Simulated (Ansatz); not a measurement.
## Al: zone-centre modes under pressure

Al, P6_3/mmc, a = 2.840 Å, c = 4.675 Å. This isn't the element's structure at ambient conditions. Ansatz: PBEsol, PAW, 420 eV, Γ-centred 18×18×10 mesh on 2 atoms, Fermi-Dirac smearing 0.15 eV; no spin polarisation. Cell and atoms are relaxed at each pressure with the symmetry kept; optical modes at Γ by linear response, in cm⁻¹, matched by rank (the highest 2 distinct ones).

```tsv
P (GPa)	V (Å³/atom)	ω1	ω2
0	16.332	145.4	312.3
5	15.438	?	?
11	14.628	179.1	384.4
22	13.547	203.6	438.9
```

Question: Get each mode's Grüneisen parameter γ = −d ln ω/d ln V from the other rows and predict the missing frequencies.

Answer: ln(V/V0) = 0.0000, -0.0563, -0.1102, -0.1870; a line through ln(ω/ω0) of the 3 known rows gives ω1: γ = 1.807 (intercept 0.0027), predicted 161.4, computed 162.4; ω2: γ = 1.824 (intercept 0.0019), predicted 346.7, computed 348.3. The worst miss is 0.6 %, or 6 % of the shift under pressure, so a constant γ serves at that level. In a metal these frequencies hang on the mesh and smearing.

Cost: 4 runs of about 0.75 core-minutes in all, on Intel Xeon 6975P-C (Granite Rapids) (shared hosts).